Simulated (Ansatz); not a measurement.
Nb₂InC:
```cif
data_C2In2Nb4
_chemical_formula_sum 'Nb4 In2 C2'
_space_group_name_H-M_alt 'P63/mmc'
_space_group_IT_number 194
_space_group_name_Hall '-P 6c 2c'
_cell_length_a 3.17926
_cell_length_b 3.17926
_cell_length_c 14.45440
_cell_angle_alpha 90.000
_cell_angle_beta 90.000
_cell_angle_gamma 120.000
loop_
_atom_site_label
_atom_site_type_symbol
_atom_site_symmetry_multiplicity
_atom_site_Wyckoff_symbol
_atom_site_fract_x
_atom_site_fract_y
_atom_site_fract_z
_atom_site_occupancy
Nb1 Nb 4 f 0.33333 0.66667 0.08259 1
In1 In 2 d 0.66667 0.33333 0.25000 1
C1 C 2 a 0.00000 0.00000 0.00000 1
```

Relaxed with r²SCAN.

Task: Which orbitals make up the states near the Fermi level in r²SCAN in the plane-wave PAW code Ansatz?

Result: Within 0.5 eV of the Fermi level: Nb 4d 84 %, In 5p 8 %. Projections are on Löwdin-orthogonalised atomic valence shells; empty p or d shells of many metals are not among them.

Task: Tabulate the density of states.

Result: States/eV per cell of 8 atoms, in 0.25 eV bins, energy from the Fermi level.

| E (eV) | total | Nb 4d | C 2p | In 5p |
|---|---|---|---|---|
| -7.85 | 0.81 | 0.12 | 0.02 | 0.25 |
| -7.60 | 0.82 | 0.13 | 0.03 | 0.26 |
| -7.35 | 0.83 | 0.15 | 0.04 | 0.26 |
| -7.10 | 0.88 | 0.18 | 0.06 | 0.26 |
| -6.85 | 1.02 | 0.24 | 0.12 | 0.26 |
| -6.60 | 1.46 | 0.43 | 0.28 | 0.28 |
| -6.35 | 2.29 | 0.79 | 0.64 | 0.29 |
| -6.10 | 2.80 | 1.05 | 0.95 | 0.22 |
| -5.85 | 3.74 | 1.40 | 1.34 | 0.27 |
| -5.60 | 4.32 | 1.61 | 1.65 | 0.27 |
| -5.35 | 4.87 | 1.91 | 1.74 | 0.33 |
| -5.10 | 4.85 | 1.99 | 1.67 | 0.30 |
| -4.85 | 4.87 | 2.01 | 1.88 | 0.19 |
| -4.60 | 5.78 | 2.45 | 2.68 | 0.15 |
| -4.35 | 15.81 | 6.94 | 7.67 | 0.39 |
| -4.10 | 3.59 | 1.18 | 1.47 | 0.29 |
| -3.85 | 0.91 | 0.26 | 0.16 | 0.11 |
| -3.60 | 0.40 | 0.13 | 0.03 | 0.09 |
| -3.35 | 0.76 | 0.40 | 0.03 | 0.22 |
| -3.10 | 2.66 | 1.84 | 0.08 | 0.51 |
| -2.85 | 5.67 | 3.42 | 0.22 | 1.52 |
| -2.60 | 7.12 | 4.42 | 0.32 | 1.78 |
| -2.35 | 5.27 | 3.29 | 0.22 | 1.32 |
| -2.10 | 6.14 | 3.78 | 0.25 | 1.55 |
| -1.85 | 5.99 | 3.41 | 0.34 | 1.66 |
| -1.60 | 4.74 | 3.10 | 0.21 | 1.05 |
| -1.35 | 2.49 | 1.87 | 0.07 | 0.36 |
| -1.10 | 3.18 | 2.69 | 0.04 | 0.23 |
| -0.85 | 3.28 | 2.90 | 0.04 | 0.18 |
| -0.60 | 2.03 | 1.72 | 0.05 | 0.19 |
| -0.35 | 2.87 | 2.42 | 0.09 | 0.26 |
| -0.10 | 3.88 | 3.30 | 0.14 | 0.31 |
| 0.15 | 3.17 | 2.70 | 0.13 | 0.25 |
| 0.40 | 3.59 | 2.87 | 0.20 | 0.28 |
| 0.65 | 4.80 | 3.87 | 0.26 | 0.36 |
| 0.90 | 6.11 | 5.16 | 0.27 | 0.36 |
| 1.15 | 5.20 | 4.15 | 0.30 | 0.39 |
| 1.40 | 4.97 | 4.04 | 0.25 | 0.31 |
| 1.65 | 4.65 | 3.82 | 0.26 | 0.22 |
| 1.90 | 4.52 | 3.50 | 0.23 | 0.34 |
| 2.15 | 7.03 | 5.70 | 0.50 | 0.43 |
| 2.40 | 6.98 | 5.72 | 0.54 | 0.42 |
| 2.65 | 7.10 | 5.60 | 0.59 | 0.54 |
| 2.90 | 5.06 | 3.70 | 0.48 | 0.55 |
| 3.15 | 5.57 | 3.75 | 0.38 | 0.93 |
| 3.40 | 4.93 | 3.03 | 0.40 | 0.80 |
| 3.65 | 5.20 | 2.98 | 0.53 | 0.92 |
| 3.90 | 3.46 | 1.81 | 0.41 | 0.59 |
| 4.15 | 3.57 | 1.77 | 0.49 | 0.46 |
| 4.40 | 4.69 | 2.15 | 0.70 | 0.54 |
| 4.65 | 6.02 | 2.73 | 0.94 | 0.69 |

Space group P6_3/mmc. The workflow started from a Materials Project entry (that database holds measured and hypothetical structures alike); the Crystallography Open Database copy checked does not list it. Whether it is the stable phase at ambient conditions was not checked. The r²SCAN relaxation kept the symmetry of its start; whether a distortion lowers the energy is not shown. No spin polarisation was allowed. Spin–orbit coupling is left out wherever it is not named.

Potentials: the later of the program's two PAW sets.
